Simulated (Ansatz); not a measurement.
Values for one crystal, relaxed and computed with DFT-r²SCAN in the program Ansatz with PAW potentials; other levels are named.

| Property | Value |
|---|---|
| Volume per atom | 17.56 Å³ |
| Electronic character | metallic (no gap) |
| Gap with spin–orbit coupling | none (metallic) |
| Bulk modulus (Birch–Murnaghan fit) | 151 GPa |
| Density of states at the Fermi level | 0.28 states/eV per atom (mean over ±0.08 eV) |
| Pressure derivative B′ | 6.0 |

Problem. Which of these materials gives this?
A. Pd, dhcp (α-La type)
B. La, dhcp (α-La type)
C. Au, dhcp (α-La type)
D. Re, dhcp (α-La type)

Solution. C, Au, dhcp (α-La type)

Space group P6_3/mmc (dhcp (α-La type)). The start of the workflow was typed in or built on a structure type; the Crystallography Open Database files this formula in space group No. 194, but the cells were not matched. It is not the phase usual at ambient conditions (space group No. 225). Symmetry was held in the r²SCAN relaxation; whether a distortion lowers the energy is not shown. Spin–orbit coupling is left out wherever it is not named.

Potentials: the earlier of the program's two PAW sets.
